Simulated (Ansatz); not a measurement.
## LuCd3: Ti on a Lu site

Computed with the plane-wave PAW code Ansatz (scalar-relativistic, PAW set soft_2): PBEsol, no spin polarisation, 420 eV cutoff, k-mesh 3×3×2 shifted by half a step.

The relaxed host crystal (no gap at this level of theory):

```
CELL_PARAMETERS angstrom
3.53646 -5.20356 0.00000
3.53646 5.20356 0.00000
0.00000 0.00000 4.72525
ATOMIC_POSITIONS crystal
Lu 0.62846 0.37154 0.25000
Lu 0.37154 0.62846 0.75000
Cd 0.11665 0.31018 0.25000
Cd 0.88335 0.68982 0.75000
Cd 0.31018 0.11665 0.75000
Cd 0.68982 0.88335 0.25000
Cd 0.17901 0.82099 0.25000
Cd 0.82099 0.17901 0.75000
```

Supercell of 32 atoms, rows of the matrix [[1,1,-1],[-1,-1,-1],[-1,1,0]] times the cell vectors; Ti on a Lu site at (0.628, 0.372, 0.250) in fractions of the cell above. Atoms are relaxed at the host's cell, from a start shaken by 0.03 Å near the defect. The cell loses 1 of its 8 Lu, so this is a heavily doped crystal.

Distances from the Ti atom (Å), by shell of the perfect crystal:

| shell | perfect crystal | relaxed, charge 0 |
| --- | --- | --- |
| 8 Cd | 3.11 (3.10 to 3.13) | 3.03 (2.98 to 3.06) |
| 2 Cd | 3.23 | 3.22 |
| 2 Lu | 3.57 | 3.49 |
| 2 Cd | 3.58 | 3.67 |

| charge | gap of the cell on the mesh (eV) |
| --- | --- |
| 0 | 0.00 |

Formation energy of the neutral defect: 1.24 eV, taking atoms from and to the elements' standard states (no corrections for gases), so it belongs to those chemical potentials alone.

Caveats: small supercell, so energies and levels can be off by tenths of an eV; one random start near the defect, so other minima are possible.
